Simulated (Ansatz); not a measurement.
Fe3C in space group P6_322 (No. 182; Fe on 6g, C on 2c) under volume change, PBEsol in the plane-wave PAW code Ansatz, shape and atoms relaxed at each volume.

```csv
V (Å³/atom),E − E(relaxed) (meV/atom),P (GPa)
8.732,70.4,28.27
9.019,29.9,17.43
9.307,7.0,8.13
9.595,0.0,0.01
9.883,5.7,-6.05
10.171,20.7,-10.48
10.459,43.6,-15.03
```

What does a third-order Birch–Murnaghan fit give for V₀, B₀ and B′?

V₀ = 9.61 Å³/atom, B₀ = 225 GPa, B′ = 5.7.

The workflow started from a Materials Project entry (that database holds measured and hypothetical structures alike); the Crystallography Open Database copy checked does not list it. COD files the formula under space group No. 62, so this cell is another polymorph or a model. Whether it is the stable phase at ambient conditions was not checked. The cell was relaxed with PBEsol under the symmetry of its start; whether a distortion lowers the energy is not shown. Magnetic state: ferromagnetic, chosen from 5 collinear starts compared on coarse meshes (ties went to the first, and starts can fall back to one state), not a proven ground state.

Potentials: the later of the program's two PAW sets.
